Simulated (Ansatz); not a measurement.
BPd2 in space group Pnnm (No. 58; Pd on 4g, B on 2a) at seven volumes, DFT-r²SCAN in the program Ansatz with PAW potentials, shape and atoms relaxed at each. One row is withheld.

```tsv
V (Å³/atom)	P (GPa)
11.545	22.23
11.926	13.40
12.306	6.06
12.687	0.00
13.068	-4.99
13.448	?
13.829	-12.21
```

### Question
Fit the shown pressures and predict the withheld one.

### Answer
Third-order Birch–Murnaghan: P = (3/2)B₀(x^(7/2) − x^(5/2))[1 + (3/4)(B′ − 4)(x − 1)] with x = (V₀/V)^(2/3). Least squares on the six rows gives V₀ = 12.688 Å³/atom, B₀ = 181.1 GPa, B′ = 5.61. At V = 13.448, x = 0.9620 and P = -8.95 GPa. The run itself gave -9.02 GPa.

The workflow started from an entry of the Crystallography Open Database (COD). Whether it is the stable phase at ambient conditions was not checked. The r²SCAN relaxation kept the symmetry of its start; its stability against distortions is not shown here. No spin polarisation was allowed.

Potentials: the later of the program's two PAW sets.
